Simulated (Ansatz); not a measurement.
How the vibrations of HgPt change with volume

Method: Ansatz 0.2.0, DFT PBEsol, scalar-relativistic, plane waves, PAW. Cutoff 420 eV, 14×14×12 k-points (Γ-centred), Fermi-Dirac smearing of 0.15 eV. No spin polarisation. Phonons by linear response, acoustic sum rule imposed.

Equilibrium structure at this level:
```xyz
2
Lattice="2.9704 0.0000 0.0000 0.0000 2.9704 0.0000 0.0000 0.0000 3.8912" Properties=species:S:1:pos:R:3 pbc="T T T"
Hg    0.0000    0.0000    0.0000
Pt    1.4852    1.4852    1.9456
```

In a metal, frequencies depend on the k mesh and the smearing, soft modes most. Spin–orbit coupling is left out, which can shift energies with elements as heavy as these.

Cells at 0.98 and 1.02 times the equilibrium volume were relaxed in shape and atoms; γ = −d ln ν / d ln V, modes matched by rank.

Question: Give the optical frequencies at Γ (cm⁻¹) at the three volumes and the mode Grüneisen parameters.

Answer:
```tsv
0.98 V	V	1.02 V	γ	degeneracy
107	101	94	3.16	2
160	151	143	2.89	1
```

Question: What pressures hold the two strained cells, and what bulk modulus follows?

Answer: 3.79 GPa at 0.98 V and -3.32 GPa at 1.02 V, so B = −dP/d ln V ≈ 178 GPa.